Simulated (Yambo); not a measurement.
# How GW settings move the gap: RhI$_{3}$

G0W0@PBEsol for RhI3 (space group C2/m, No. 12) in Yambo. Reference settings: 2×2×2 Γ-centred k mesh, bands 9 to 289 and a 6 Ry block in the screening, 289 bands in G with the Bruneval-Gonze terminator, plasmon pole fitted at 27.2 eV. The PBEsol gap (-0.5, -0.5, 0) → Γ on this mesh is 0.84 eV; G0W0 gaps are taken between the same points.

```tsv
change from the reference	G0W0 gap (-0.5, -0.5, 0) → Γ (eV)	shift of the valence edge (eV)	rough Yambo cost
reference settings	1.53	-0.19	1
188 bands in W, 188 bands in G	1.53	-0.09	within a factor of two
113 bands in G	1.52	-0.09	–
2 Ry block	1.61	-0.05	within a factor of two
5 Ry block	1.52	-0.16	within a factor of two
no random integration	1.50	0.01	–
```

The reference isn't shown to be the converged limit. Costs are rough (shared machines), scaled to the same edge states, and given only for runs that recompute the screening.

Without spin-orbit coupling, band edges of such heavy elements can be off by tenths of an eV.

Geometry relaxed with PBE+D3(BJ); primitive cell a = b = 6.772 Å, c = 6.698 Å, α = β = 98.85°, γ = 120.02°.

The structure is a Materials Project entry; no match was found in the copy of COD used, and its stability was not checked.

A shift is the quasiparticle energy of the state minus its PBEsol energy.
